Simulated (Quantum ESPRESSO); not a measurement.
## Al4NFO4 (one run as intended and one with a planted mistake)

A calculation, not a measurement. The program is pw.x of Quantum ESPRESSO 7.5 (plane-wave density functional theory). The cell is made up: 10 atoms on a corundum lattice, with randomly drawn elements, strain and displacements, not relaxed. PseudoDojo standard norm-conserving files (v0.5 for PBE, v0.4.1 for LDA and PBEsol) set the functional; there is no spin polarisation, spin-orbit coupling or dispersion term, and the masses in the input are unused placeholders.

Intended input:

```
&control calculation='scf', pseudo_dir='./dojo.nc.sr.pbe.v0_5.standard.upf', outdir='./o', disk_io='low', tprnfor=.true., tstress=.true. /
&system ibrav=0, nat=10, ntyp=4, nbnd=30, ecutwfc=84.00895049, nosym=.true., tot_charge=0,
 occupations='smearing', smearing='fd', degauss=0.0018374661
/
&electrons conv_thr=7.350e-09, electron_maxstep=60, /
ATOMIC_SPECIES
Al 1.0 Al.upf
F 1.0 F.upf
N 1.0 N.upf
O 1.0 O.upf
CELL_PARAMETERS angstrom
2.4396 1.3866 4.3162
-2.3925 1.3798 4.2924
0.0177 -2.752 4.2997
ATOMIC_POSITIONS angstrom
Al 0.0695 0.066 4.5275
Al 0.0569 -0.0292 1.9624
Al -0.0397 -0.0133 8.3818
Al -0.0079 0.0125 11.052
N -0.8948 1.3146 7.5135
F -0.6786 -1.4905 7.4359
O 1.6909 0.1415 7.5375
O 1.0186 -1.3382 5.3255
O 0.7128 1.4016 5.4111
O -1.6488 -0.1509 5.4265
K_POINTS automatic
6 6 6 1 1 1
```

The log is shortened where brackets say so; the opening notice, blank lines, dates and the lines on written files are dropped, and the path of the files is cut. It prints rydbergs, bohrs and kilobars, and counts compression as positive stress. Where no state is partly filled, the Fermi energy that it prints is only some level between the filled and the empty states on the mesh, and need not lie in the true gap.

Log of the intended run:

```
     Program PWSCF v.7.5
     Parallel version (MPI & OpenMP), running on       4 processor cores
     Number of MPI processes:                 4
     Threads/MPI process:                     1
     [start-up lines left out]
     bravais-lattice index     =            0
     lattice parameter (alat)  =       9.7287  a.u.
     unit-cell volume          =     580.1826 (a.u.)^3
     number of atoms/cell      =           10
     number of atomic types    =            4
     number of electrons       =        48.00
     number of Kohn-Sham states=           30
     kinetic-energy cutoff     =      84.0090  Ry
     charge density cutoff     =     336.0358  Ry
     scf convergence threshold =      7.3E-09
     mixing beta               =       0.7000
     number of iterations used =            8  plain     mixing
     Exchange-correlation= PBE
                           (   1   4   3   4   0   0   0)
     [axes and pseudopotential details left out]
   Cartesian axes
     site n.     atom                  positions (alat units)
         1        Al     tau(   1) = (   0.0134999   0.0128200   0.8794348  )
         2        Al     tau(   2) = (   0.0110524  -0.0056719   0.3811823  )
         3        Al     tau(   3) = (  -0.0077114  -0.0025834   1.6281053  )
         4        Al     tau(   4) = (  -0.0015345   0.0024280   2.1467727  )
         5        N      tau(   5) = (  -0.1738086   0.2553517   1.4594441  )
         6        F      tau(   6) = (  -0.1318132  -0.2895191   1.4443709  )
         7        O      tau(   7) = (   0.3284453   0.0274854   1.4641060  )
         8        O      tau(   8) = (   0.1978558  -0.2599359   1.0344406  )
         9        O      tau(   9) = (   0.1384564   0.2722509   1.0510678  )
        10        O      tau(  10) = (  -0.3202677  -0.0293113   1.0540592  )
     number of k points=   108  Fermi-Dirac smearing, width (Ry)=  0.0018
     Number of k-points >= 100: set verbosity='high' to print them.
     Dense  grid:    60395 G-vectors     FFT dimensions: (  60,  60,  60)
     Estimated max dynamical RAM per process >     178.79 MB
     Estimated total dynamical RAM >     670.92 MB
     Initial potential from superposition of free atoms
     starting charge      47.9902, renormalised to      48.0000
     Starting wfcs are   40 randomized atomic wfcs
     total cpu time spent up to now is        7.6 secs
     per-process dynamical memory:   151.5 Mb
     Self-consistent Calculation
     iteration #  1     ecut=    84.01 Ry     beta= 0.70
     Davidson diagonalization with overlap
     ethr =  1.00E-02,  avg # of iterations =  3.9
     total cpu time spent up to now is       24.3 secs
     total energy              =    -220.87783966 Ry
     estimated scf accuracy    <       2.38786505 Ry
     iteration #  2     ecut=    84.01 Ry     beta= 0.70
     Davidson diagonalization with overlap
     ethr =  4.97E-03,  avg # of iterations =  2.3
     total cpu time spent up to now is       39.6 secs
     total energy              =    -221.56747088 Ry
     estimated scf accuracy    <       1.59703499 Ry
     [iterations 3 to 10 left out]
     iteration # 11     ecut=    84.01 Ry     beta= 0.70
     Davidson diagonalization with overlap
     ethr =  8.58E-11,  avg # of iterations =  2.0
     total cpu time spent up to now is      174.6 secs
     total energy              =    -221.86676641 Ry
     estimated scf accuracy    <       0.00000002 Ry
     iteration # 12     ecut=    84.01 Ry     beta= 0.70
     Davidson diagonalization with overlap
     ethr =  3.25E-11,  avg # of iterations =  2.0
     total cpu time spent up to now is      187.2 secs
     End of self-consistent calculation
     Number of k-points >= 100: set verbosity='high' to print the bands.
     the Fermi energy is    12.4524 ev
!    total energy              =    -221.86676641 Ry
     estimated scf accuracy    <          1.3E-09 Ry
     smearing contrib. (-TS)   =      -0.00000000 Ry
     internal energy E=F+TS    =    -221.86676641 Ry
     The total energy is F=E-TS. E is the sum of the following terms:
     one-electron contribution =     -41.45709624 Ry
     hartree contribution      =      56.15228927 Ry
     xc contribution           =     -60.81382582 Ry
     ewald contribution        =    -175.74813362 Ry
     convergence has been achieved in  12 iterations
     Forces acting on atoms (cartesian axes, Ry/au):
     atom    1 type  1   force =     0.02096436   -0.14869093    0.04941690
     atom    2 type  1   force =     0.04435752   -0.06126871   -0.08795892
     atom    3 type  1   force =     0.09560587    0.10248724    0.03611608
     atom    4 type  1   force =    -0.06600065   -0.02022557   -0.05844871
     atom    5 type  3   force =    -0.03713207    0.07769946   -0.01182619
     atom    6 type  2   force =    -0.03152494    0.02444702    0.01934426
     atom    7 type  4   force =    -0.02681403   -0.00557926    0.02507801
     atom    8 type  4   force =    -0.08065066   -0.06582579    0.05624796
     atom    9 type  4   force =     0.04566576    0.10600832    0.01187834
     atom   10 type  4   force =     0.03552883   -0.00905178   -0.03984773
     Total force =     0.329965     Total SCF correction =     0.000010
     Computing stress (Cartesian axis) and pressure
          total   stress  (Ry/bohr**3)                   (kbar)     P=      144.48
   0.00040967  -0.00021833   0.00015478           60.26      -32.12       22.77
  -0.00021833   0.00117774   0.00024047          -32.12      173.25       35.37
   0.00015478   0.00024047   0.00135914           22.77       35.37      199.94
     init_run     :      7.13s CPU      7.41s WALL (       1 calls)
     electrons    :    178.07s CPU    179.63s WALL (       1 calls)
     forces       :      2.01s CPU      2.01s WALL (       1 calls)
     stress       :      7.19s CPU      7.20s WALL (       1 calls)
     [timing details left out]
     PWSCF        :   3m14.67s CPU   3m16.57s WALL
     JOB DONE.
```

A second run has one planted mistake: the cell has the wrong charge. The input lines that differ, file-writing options aside:

```
- &system ibrav=0, nat=10, ntyp=4, nbnd=30, ecutwfc=84.00895049, nosym=.true., tot_charge=0,
+ &system ibrav=0, nat=10, ntyp=4, nbnd=31, ecutwfc=84.00895049, nosym=.true., tot_charge=-1,
```

Its log:

```
     Program PWSCF v.7.5
     Parallel version (MPI & OpenMP), running on       4 processor cores
     Number of MPI processes:                 4
     Threads/MPI process:                     1
     [start-up lines left out]
     bravais-lattice index     =            0
     lattice parameter (alat)  =       9.7287  a.u.
     unit-cell volume          =     580.1826 (a.u.)^3
     number of atoms/cell      =           10
     number of atomic types    =            4
     number of electrons       =        49.00
     number of Kohn-Sham states=           31
     kinetic-energy cutoff     =      84.0090  Ry
     charge density cutoff     =     336.0358  Ry
     scf convergence threshold =      7.3E-09
     mixing beta               =       0.7000
     number of iterations used =            8  plain     mixing
     Exchange-correlation= PBE
                           (   1   4   3   4   0   0   0)
     [axes and pseudopotential details left out]
   Cartesian axes
     site n.     atom                  positions (alat units)
         1        Al     tau(   1) = (   0.0134999   0.0128200   0.8794348  )
         2        Al     tau(   2) = (   0.0110524  -0.0056719   0.3811823  )
         3        Al     tau(   3) = (  -0.0077114  -0.0025834   1.6281053  )
         4        Al     tau(   4) = (  -0.0015345   0.0024280   2.1467727  )
         5        N      tau(   5) = (  -0.1738086   0.2553517   1.4594441  )
         6        F      tau(   6) = (  -0.1318132  -0.2895191   1.4443709  )
         7        O      tau(   7) = (   0.3284453   0.0274854   1.4641060  )
         8        O      tau(   8) = (   0.1978558  -0.2599359   1.0344406  )
         9        O      tau(   9) = (   0.1384564   0.2722509   1.0510678  )
        10        O      tau(  10) = (  -0.3202677  -0.0293113   1.0540592  )
     number of k points=   108  Fermi-Dirac smearing, width (Ry)=  0.0018
     Number of k-points >= 100: set verbosity='high' to print them.
     Dense  grid:    60395 G-vectors     FFT dimensions: (  60,  60,  60)
     Estimated max dynamical RAM per process >     182.49 MB
     Estimated total dynamical RAM >     685.71 MB
     Initial potential from superposition of free atoms
     starting charge      47.9902, renormalised to      49.0000
     Starting wfcs are   40 randomized atomic wfcs
     total cpu time spent up to now is        7.9 secs
     per-process dynamical memory:   154.8 Mb
     Self-consistent Calculation
     iteration #  1     ecut=    84.01 Ry     beta= 0.70
     Davidson diagonalization with overlap
     ethr =  1.00E-02,  avg # of iterations =  4.3
     total cpu time spent up to now is       25.6 secs
     total energy              =    -220.02707408 Ry
     estimated scf accuracy    <       1.73195694 Ry
     iteration #  2     ecut=    84.01 Ry     beta= 0.70
     Davidson diagonalization with overlap
     ethr =  3.53E-03,  avg # of iterations =  3.0
     total cpu time spent up to now is       42.5 secs
     total energy              =    -220.52360332 Ry
     estimated scf accuracy    <       1.38840023 Ry
     [iterations 3 to 10 left out]
     iteration # 11     ecut=    84.01 Ry     beta= 0.70
     Davidson diagonalization with overlap
     ethr =  5.25E-11,  avg # of iterations =  2.1
     total cpu time spent up to now is      179.1 secs
     total energy              =    -220.78666327 Ry
     estimated scf accuracy    <       0.00000001 Ry
     iteration # 12     ecut=    84.01 Ry     beta= 0.70
     Davidson diagonalization with overlap
     ethr =  2.97E-11,  avg # of iterations =  2.0
     total cpu time spent up to now is      190.6 secs
     End of self-consistent calculation
     Number of k-points >= 100: set verbosity='high' to print the bands.
     the Fermi energy is    15.1976 ev
!    total energy              =    -220.78666327 Ry
     estimated scf accuracy    <          7.9E-10 Ry
     smearing contrib. (-TS)   =      -0.00025902 Ry
     internal energy E=F+TS    =    -220.78640425 Ry
     The total energy is F=E-TS. E is the sum of the following terms:
     one-electron contribution =     -39.64242023 Ry
     hartree contribution      =      56.31187411 Ry
     xc contribution           =     -61.70772451 Ry
     ewald contribution        =    -175.74813362 Ry
     convergence has been achieved in  12 iterations
     Forces acting on atoms (cartesian axes, Ry/au):
     atom    1 type  1   force =     0.01555999   -0.12272401    0.03532180
     atom    2 type  1   force =     0.04368893   -0.05130439   -0.08077324
     atom    3 type  1   force =     0.08583133    0.08356750    0.02798933
     atom    4 type  1   force =    -0.05957245   -0.02972760   -0.03454935
     atom    5 type  3   force =    -0.04486262    0.05636271   -0.01570961
     atom    6 type  2   force =    -0.01961027    0.01924261   -0.02061628
     atom    7 type  4   force =    -0.02355016    0.00536285    0.02694235
     atom    8 type  4   force =    -0.06326807   -0.03028805    0.06461265
     atom    9 type  4   force =     0.04955135    0.08806384    0.02649938
     atom   10 type  4   force =     0.01623197   -0.01855546   -0.02971703
     Total force =     0.278927     Total SCF correction =     0.000011
     Computing stress (Cartesian axis) and pressure
          total   stress  (Ry/bohr**3)                   (kbar)     P=      557.34
   0.00333028  -0.00008143   0.00029899          489.90      -11.98       43.98
  -0.00008143   0.00392902   0.00033002          -11.98      577.98       48.55
   0.00029899   0.00033002   0.00410690           43.98       48.55      604.15
     init_run     :      7.51s CPU      7.74s WALL (       1 calls)
     electrons    :    181.24s CPU    182.78s WALL (       1 calls)
     forces       :      1.83s CPU      1.87s WALL (       1 calls)
     stress       :      6.60s CPU      6.61s WALL (       1 calls)
     [timing details left out]
     PWSCF        :   3m17.43s CPU   3m19.30s WALL
     JOB DONE.
```

```
                                            intended run  run with the mistake
                          free energy (eV)     -3018.651             -3003.956
                    smearing term -TS (eV)        0.0000               -0.0035
                            pressure (GPa)         14.45                 55.73
            largest force component (eV/Å)         3.823                 3.155
largest change of a force component (eV/Å)                               1.027
                                iterations            12                    12
```

For scale, a rerun of the intended cell at 1437 eV and a 8 x 8 x 8 mesh moved values by no more than 0.003 eV in energy, 0.02 GPa in stress and 0.002 eV/Å in force. The charged cell sits in a uniform background, so its energy and stress rest on the program's zero of potential. The number of bands, nbnd, was set by rule from the electron count and the smearing, so it follows the mistake.